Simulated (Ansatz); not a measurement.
Relaxation of a randomly generated symmetric cell of SnTe (space group No. 46); 4 atoms in the cell, which starts as Ima2 (No. 46), oI8; a = 6.1751 Å, b = 5.2704 Å, c = 9.5011 Å, α = β = γ = 90.00°. These are r2SCAN (plane waves to 500 eV, PAW, scalar-relativistic; Ansatz, a program for electronic structure) values and carry that method's errors. Γ-centred k-mesh 6×6×6 on the run's cell (coarser than for final values), Fermi–Dirac smearing 0.05 eV. This is the first round of the run. 

The optimiser's lines from the output (shortened; P is positive under compression):

```
relax step   1: F+E_penalty+E_count = -26063.05797791 eV  Δ(F+E_penalty+E_count) = +0.000e0 eV  max|allowed force component| = 5.535e0 eV/Å  Δτ_max = 0.0000 Å  P = +16.002 GPa  Ω = 154.608 Å³  (8 SCF iters, dr2 threshold 1.00e-7 eV, accepted)
relax step   2: F+E_penalty+E_count = -26065.74554060 eV  Δ(F+E_penalty+E_count) = -2.688e0 eV  max|allowed force component| = 5.745e-1 eV/Å  Δτ_max = 0.1903 Å  P = +0.718 GPa  Ω = 165.157 Å³  (8 SCF iters, dr2 threshold 4.00e-7 eV, accepted)
relax step   3: F+E_penalty+E_count = -26066.00387014 eV  Δ(F+E_penalty+E_count) = -2.583e-1 eV  max|allowed force component| = 2.779e-1 eV/Å  Δτ_max = 0.2000 Å  P = -0.267 GPa  Ω = 157.890 Å³  (8 SCF iters, dr2 threshold 4.00e-7 eV, accepted)
relax step   4: F+E_penalty+E_count = -26066.17194399 eV  Δ(F+E_penalty+E_count) = -1.681e-1 eV  max|allowed force component| = 1.041e-1 eV/Å  Δτ_max = 0.1929 Å  P = +0.029 GPa  Ω = 147.176 Å³  (7 SCF iters, dr2 threshold 4.00e-7 eV, accepted)
relax step   5: F+E_penalty+E_count = -26066.24920134 eV  Δ(F+E_penalty+E_count) = -7.726e-2 eV  max|allowed force component| = 5.275e-2 eV/Å  Δτ_max = 0.1002 Å  P = +0.822 GPa  Ω = 139.585 Å³  (7 SCF iters, dr2 threshold 4.00e-7 eV, accepted)
relax step   6: F+E_penalty+E_count = -26066.45645244 eV  Δ(F+E_penalty+E_count) = -2.073e-1 eV  max|allowed force component| = 1.661e-1 eV/Å  Δτ_max = 0.0850 Å  P = +1.813 GPa  Ω = 133.397 Å³  (7 SCF iters, dr2 threshold 4.00e-7 eV, accepted)
relax step   7: F+E_penalty+E_count = -26066.86136775 eV  Δ(F+E_penalty+E_count) = -4.049e-1 eV  max|allowed force component| = 2.628e-1 eV/Å  Δτ_max = 0.0362 Å  P = +2.185 GPa  Ω = 130.129 Å³  (6 SCF iters, dr2 threshold 4.00e-7 eV, accepted)
relax step   8: F+E_penalty+E_count = -26067.24358558 eV  Δ(F+E_penalty+E_count) = -3.822e-1 eV  max|allowed force component| = 2.840e-1 eV/Å  Δτ_max = 0.0167 Å  P = +1.786 GPa  Ω = 129.074 Å³  (7 SCF iters, dr2 threshold 4.00e-7 eV, accepted)
relax step   9: F+E_penalty+E_count = -26067.50512613 eV  Δ(F+E_penalty+E_count) = -2.615e-1 eV  max|allowed force component| = 1.810e-1 eV/Å  Δτ_max = 0.0358 Å  P = +1.676 GPa  Ω = 127.426 Å³  (6 SCF iters, dr2 threshold 4.00e-7 eV, accepted)
relax step  10: F+E_penalty+E_count = -26067.60659833 eV  Δ(F+E_penalty+E_count) = -1.015e-1 eV  max|allowed force component| = 1.616e-1 eV/Å  Δτ_max = 0.0684 Å  P = -0.069 GPa  Ω = 130.891 Å³  (7 SCF iters, dr2 threshold 4.00e-7 eV, accepted)
relax step  11: F+E_penalty+E_count = -26067.64549804 eV  Δ(F+E_penalty+E_count) = -3.890e-2 eV  max|allowed force component| = 1.784e-2 eV/Å  Δτ_max = 0.0675 Å  P = -0.179 GPa  Ω = 129.736 Å³  (7 SCF iters, dr2 threshold 4.00e-7 eV, accepted)
relax step  12: F+E_penalty+E_count = -26067.65211913 eV  Δ(F+E_penalty+E_count) = -6.621e-3 eV  max|allowed force component| = 1.454e-2 eV/Å  Δτ_max = 0.0035 Å  P = +0.048 GPa  Ω = 129.085 Å³  (6 SCF iters, dr2 threshold 4.00e-7 eV, accepted)
relax step  13: F+E_penalty+E_count = -26067.65274831 eV  Δ(F+E_penalty+E_count) = -6.292e-4 eV  max|allowed force component| = 5.212e-3 eV/Å  Δτ_max = 0.0028 Å  P = +0.077 GPa  Ω = 128.656 Å³  (6 SCF iters, dr2 threshold 9.34e-8 eV, accepted)
relax step  14: F+E_penalty+E_count = -26067.65344417 eV  Δ(F+E_penalty+E_count) = -6.959e-4 eV  max|allowed force component| = 2.946e-3 eV/Å  Δτ_max = 0.0021 Å  P = +0.016 GPa  Ω = 129.031 Å³  (5 SCF iters, dr2 threshold 1.59e-7 eV, accepted)
relax step  15: F+E_penalty+E_count = -26067.65347410 eV  Δ(F+E_penalty+E_count) = -2.993e-5 eV  max|allowed force component| = 9.863e-6 eV/Å  Δτ_max = 0.0007 Å  P = -0.008 GPa  Ω = 129.078 Å³  (5 SCF iters, dr2 threshold 5.32e-9 eV, accepted)
relax step  16: F+E_penalty+E_count = -26067.66923326 eV  Δ(F+E_penalty+E_count) = -1.576e-2 eV  max|allowed force component| = 1.126e-4 eV/Å  Δτ_max = 0.0000 Å  P = +0.204 GPa  Ω = 129.078 Å³  stress off target by 6.12e-1 GPa  SCF on the basis re-selected at this cell (its energy is not comparable with the rows above)  (7 SCF iters)
relax step  17: F+E_penalty+E_count = -26067.67080729 eV  Δ(F+E_penalty+E_count) = -1.574e-3 eV  max|allowed force component| = 4.606e-3 eV/Å  Δτ_max = 0.0013 Å  P = -0.048 GPa  Ω = 129.562 Å³  (5 SCF iters, dr2 threshold 4.00e-7 eV, accepted)
relax step  18: F+E_penalty+E_count = -26067.67087397 eV  Δ(F+E_penalty+E_count) = -6.668e-5 eV  max|allowed force component| = 1.201e-2 eV/Å  Δτ_max = 0.0063 Å  P = +0.065 GPa  Ω = 129.043 Å³  (5 SCF iters, dr2 threshold 3.05e-8 eV, accepted)
relax step  19: F+E_penalty+E_count = -26067.67101908 eV  Δ(F+E_penalty+E_count) = -1.451e-4 eV  max|allowed force component| = 5.261e-4 eV/Å  Δτ_max = 0.0045 Å  P = -0.003 GPa  Ω = 129.295 Å³  (5 SCF iters, dr2 threshold 1.96e-8 eV, accepted)
relax step  20: F+E_penalty+E_count = -26067.67102514 eV  Δ(F+E_penalty+E_count) = -6.065e-6 eV  max|allowed force component| = 5.246e-4 eV/Å  Δτ_max = 0.0000 Å  P = -0.003 GPa  Ω = 129.295 Å³  stress off target by 8.63e-3 GPa  SCF on the basis re-selected at this cell (its energy is not comparable with the rows above)  (6 SCF iters)
```

From the first to the last row the energy changes by -1.15 eV/atom and the volume by -16.4 %. The last row is marked as not comparable with the walk above it, whose basis was carried along; it does compare with step 1, since both stand on a basis selected at the nominal cutoff for their own cell.

Later rounds, restarted from the end of this one on a renewed k-mesh, logged 6 more steps and released under 0.01 eV/atom more. The final structure after all rounds: P-6m2 (No. 187), hP2, AFLOW prototype AB_hP2_187_d_a (B_h, as in WC); a = 4.2393 Å, b = 4.2393 Å, c = 4.1556 Å, α = 90.00°, β = 90.00°, γ = 120.00°. Between re-selections the logged energies stand on a plane-wave basis carried along with the cell. No spin polarisation in the result.

The run could not lose the symmetry of its start: the end is stationary, and may be a saddle point rather than a minimum.

The relaxed structure here is a generated cell of SnTe: the first start was made by a random draw of sites in a space group, and the end was not matched to a known phase here, so it may be hypothetical. Known forms of SnTe include space group No. 225.
